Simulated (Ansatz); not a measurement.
# Kick test of a cell of Pd4Pt

The structure comes from a generated guess, relaxed at this level; another structure or a mixture of phases may lie lower.

Theory: Ansatz, DFT PBE, scalar-relativistic, plane waves, PAW. Cutoff 420 eV; k points 12×12×4 on the computed 5-atom cell (Γ-centred); Gaussian smearing, width 0.10 eV; no spin polarisation.

The cell below (5 atoms, space group P-3m1 (No. 164)) is relaxed within its symmetry.

```
CELL_PARAMETERS angstrom
2.75644 0.00000 0.00000
-1.37822 2.38715 0.00000
0.00000 0.00000 11.91472
ATOMIC_POSITIONS crystal
Pd 0.00000 0.00000 0.10886
Pd 0.00000 0.00000 0.89114
Pd 0.33333 0.66667 0.69663
Pd 0.66667 0.33333 0.30337
Pt 0.00000 0.00000 0.50000
```

For the test a repeat of it with 10 atoms (edges 2.76, 4.77, 11.91 Å) was strained at random (σ = 1.5 % a component), the atoms were moved at random (σ = 0.15 Å), and all was relaxed again on a coarse 8×4×2 mesh (in the run’s order of axes) with 0.20 eV smearing, with no symmetry imposed.

Spin–orbit coupling, which can matter for Pt, is left out.

**Question.** Is the structure stable against such a distortion?

**Answer.** It doesn't return. The energy falls by 56 meV/atom on that mesh, the volume changes by -1.7 %, and the end has space group R-3m (No. 166) at a loose tolerance. Relaxed again on a 12×12×12 mesh with 0.10 eV smearing, the new structure lies 55 meV/atom below the first (mesh in the axes of the run's cell; the cell below is made exact in the group named). Space group R-3m (No. 166), trigonal, a = 2.778 Å, c = 34.526 Å. Pd on its first site is surrounded by 12 Pd at 2.78–2.80 Å; around Pd on its second site lie 9 Pd at 2.78–2.80 Å and 3 Pt at 2.82 Å; Pt has 6 Pt at 2.78 Å and 6 Pd at 2.82 Å.

```
Pd Pt
1.0
     1.38921    0.80206   11.50871
    -1.38921    0.80206   11.50871
     0.00000   -1.60412   11.50871
Pd Pt
4 1
Cartesian
  0.0000 0.0000 12.6489
  0.0000 0.0000 21.8772
  0.0000 0.0000 31.0881
  0.0000 0.0000 3.4380
  0.0000 0.0000 17.2631
```
